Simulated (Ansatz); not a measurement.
RbBH$_{4}$:
```
RbBH4
1.0
    0.00000     3.46658     3.46658
    3.46658     0.00000     3.46658
    3.46658     3.46658     0.00000
Rb B H
1 1 4
Cartesian
  0.00000   0.00000   0.00000
  3.46658   3.46658   3.46658
  4.17362   4.17362   2.75953
  4.17362   2.75953   4.17362
  2.75953   4.17362   4.17362
  2.75953   2.75953   2.75953
```

Relaxed with r²SCAN. Special points in fractions of this cell's reciprocal vectors: Γ (0.000, 0.000, 0.000); X (0.500, 0.000, 0.500); U (0.625, 0.250, 0.625); K (0.375, 0.375, 0.750); L (0.500, 0.500, 0.500); W (0.500, 0.250, 0.750).

### Question
List the band energies nearest the valence-band maximum at these points for DFT-r²SCAN in the program Ansatz with PAW potentials.

### Answer
In eV from the valence-band maximum; about four levels below and three above (degenerate sets whole), none deeper than 8.9 eV; points with the same levels are listed once.

```json
[
 {"k": "Γ", "below": "-6.01 0.00 0.00 0.00", "above": "6.86 8.23 8.23 8.23"},
 {"k": "X", "below": "-5.65 -0.73 -0.11 -0.11", "above": "6.49 9.18 10.42"},
 {"k": "U", "below": "-5.51 -0.77 -0.27 -0.17", "above": "7.21 9.11 9.95"},
 {"k": "L", "below": "-5.30 -1.04 -0.24 -0.24", "above": "7.74 9.07 10.42 10.42"},
 {"k": "W", "below": "-5.50 -0.73 -0.36 -0.15", "above": "7.65 8.35 9.91"}
]
```

Space group F-43m. The first step of the workflow began from a Materials Project structure, measured or hypothetical; the Crystallography Open Database copy checked does not list it. Whether it is the stable phase at ambient conditions was not checked. The cell was relaxed with r²SCAN under the symmetry of its start; its stability against distortions is not shown here. Spin–orbit coupling is left out wherever it is not named.

Potentials: the later of the program's two PAW sets.
